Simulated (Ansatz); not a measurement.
The start is a generated cell, Cr placed in the AFLOW prototype A_tP4_129_ac (A_d). A full variable-cell relaxation at zero pressure is run with PBE (plane waves to 420 eV, PAW, scalar-relativistic; Ansatz, a program for electronic structure). The first steps use a coarse 8×8×11 k-mesh.

Initial structure:
```
CELL_PARAMETERS angstrom
      4.10265     0.00000     0.00000
      0.00000     4.10265     0.00000
      0.00000     0.00000     2.83843
ATOMIC_POSITIONS crystal
  Cr 0.00000 0.00000 0.00000
  Cr 0.50000 0.50000 0.00000
  Cr 0.50000 0.00000 0.37500
  Cr 0.00000 0.50000 0.62500
```
Spin-polarised start, with parallel moments on Cr.

Problem. What pressure does the first self-consistent step give?

Solution. +2.8 GPa (positive: the cell is compressed).

Problem. Which atoms feel the largest initial force, and how large is it?

Solution. 3.10 eV/Å, on Cr3, Cr4 (atoms numbered as listed).

Problem. What symmetry does the relaxed structure have?

Solution. The space group goes from P4/nmm (No. 129) to Im-3m (No. 229); the end is bcc (W type), with 2 atoms in the primitive magnetic cell.

Problem. By how much does the energy per atom fall from start to end?

Solution. 0.27 eV/atom.

Problem. How does the volume change?

Solution. -1.4 %, from 11.94 to 11.77 Å³/atom.

Problem. How do the shortest distances between atoms change?

Solution. The closest pairs of elements (up to four, under 3.6 Å), start → end: Cr–Cr 2.31 → 2.48 Å.

Problem. What band gap does the relaxed structure have at this level?

Solution. Zero (metallic).

Problem. What magnetic moments remain?

Solution. Net 0.00 μB/atom, antiferromagnetic.

Problem. Give the final cell and atomic positions.

Solution. 
```cif
data_Cr2
_chemical_formula_sum 'Cr2'
_space_group_name_H-M_alt 'Im-3m'
_space_group_IT_number 229
_space_group_name_Hall '-I 4 2 3'
_cell_length_a 2.86614
_cell_length_b 2.86614
_cell_length_c 2.86614
_cell_angle_alpha 90.000
_cell_angle_beta 90.000
_cell_angle_gamma 90.000
loop_
_atom_site_label
_atom_site_type_symbol
_atom_site_symmetry_multiplicity
_atom_site_Wyckoff_symbol
_atom_site_fract_x
_atom_site_fract_y
_atom_site_fract_z
_atom_site_occupancy
Cr1 Cr 2 a 0.00000 0.00000 0.00000 1
```

Final values are on a 16×16×16 k-mesh of the relaxed cell. Spin state reached: antiferromagnetic (net 0.00 μB/atom), from parallel starting moments; other spin orders were not run from this start.

The run could not lose the symmetry of its start; a randomly shaken copy of 4 atoms returns to this structure.
